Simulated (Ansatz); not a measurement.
Re2C:
```xyz
6
Lattice="2.8347 0.0000 0.0000 -1.4173 2.4549 0.0000 0.0000 0.0000 9.8216" Properties=species:S:1:pos:R:3 pbc="T T T"
Re     0.0000     1.6366     5.9749
Re     1.4173     0.8183     3.8467
Re     1.4173     0.8183     1.0641
Re     0.0000     1.6366     8.7574
C      0.0000     1.6366     2.4554
C      1.4173     0.8183     7.3662
```

Relaxed with PBEsol. Special points in fractions of this cell's reciprocal vectors: Γ (0.000, 0.000, 0.000); M (0.500, 0.000, 0.000); K (0.333, 0.333, 0.000); A (0.000, 0.000, 0.500); L (0.500, 0.000, 0.500); H (0.333, 0.333, 0.500).

Task: List the band energies nearest the Fermi level at these points for the program Ansatz at the PBEsol level (PAW).

Result: In eV from the Fermi level; about four levels below and three above (degenerate sets whole), none deeper than 8.9 eV; points with the same levels are listed once.

```tsv
k	below	above
Γ	-2.04 -2.04 -1.95 -1.95 -1.90	0.27 0.35 0.35
M	-1.66 -1.47 -1.04 -0.20	1.85 2.06 2.82
K	-2.88 -2.88 -2.09 -1.35 -0.93	1.23 1.68 1.68
A	-1.14 -1.14 -1.14 -1.14	0.91 0.91 1.91 1.91 1.91 1.91
L	-0.72 -0.72 -0.18 -0.18	2.67 2.67 3.22 3.22
H	-1.67 -1.67 -0.40 -0.40	1.73 1.73 2.64 2.64
```

Space group P6_3/mmc. The first step of the workflow began from a Materials Project structure, measured or hypothetical; the Crystallography Open Database copy checked does not list it. Its standing as an ambient phase is unchecked. The cell was relaxed with PBEsol under the symmetry of its start; whether a distortion lowers the energy is not shown. The run is not spin-polarised. Scalar-relativistic: spin–orbit coupling is off unless named, which matters more the heavier the elements.

Potentials: the later of the program's two PAW sets.
